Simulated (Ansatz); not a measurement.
Values for one crystal, relaxed and computed with DFT-LDA in the program Ansatz with PAW potentials; other levels are named.

```yaml
volume_per_atom: 6.56 Å³
band_gap: 2.74 eV (indirect)
zone_centre_stability: no imaginary mode at Γ
valence_band_maximum: at Γ
Hole effective mass, band 1 of 2 at the edge: 1.0 along x, 2.2 along z (mₑ)
electron_effective_mass: 0.23, 0.35, 0.59 mₑ (principal values)
Formation energy from the elements (no fitted shifts): -1.26 eV/atom
```

**Question.** Which of these materials gives this?
(A) Be3N2, R3m (Pearson symbol hR5)
(B) AlN, rock salt
(C) BeS, P6_422 (Be on 3c, S on 3d)
(D) BN, P6_3/mmc (B on 2c, N on 2d)

**Answer.** A, Be3N2, R3m (Pearson symbol hR5)

The workflow started from a Materials Project entry (that database holds measured and hypothetical structures alike); the Crystallography Open Database copy checked does not list it. COD files the formula under space group No. 206. Whether it is the stable phase at ambient conditions was not checked. The cell was relaxed with LDA under the symmetry of its start. The references are the lowest solids computed at this level, not always the standard phases (solids in place of the gases).

Potentials: the later of the program's two PAW sets.
